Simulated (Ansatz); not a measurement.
Input:

Si:
Space group Fd-3m, origin choice 1 (No. 227); a = b = c = 5.4698 Å, α = β = γ = 90.00°

```json
[
 {"atom": "Si", "site": "8a", "symmetry": "-43m", "x": "0.0000", "y": "0.0000", "z": "0.0000"}
]
```
(The calculation used a cell of 2 atoms; values per cell refer to that cell.)

This is the PBE-relaxed structure.

**Question.** All from the program Ansatz at the PBE level (PAW), unless another level is named. Give the band gap.

**Answer.** 0.61 eV (indirect).

**Question.** Next, the smallest direct gap on the standard path?

**Answer.** 2.55 eV.

**Question.** What about the conduction-band minimum?

**Answer.** on the Γ–X line, 84 % of the way from Γ (6 equivalent valleys).

**Question.** What about the valence-band maximum?

**Answer.** at Γ.

The PBE relaxation kept the symmetry of its start.

Potentials: the earlier of the program's two PAW sets.
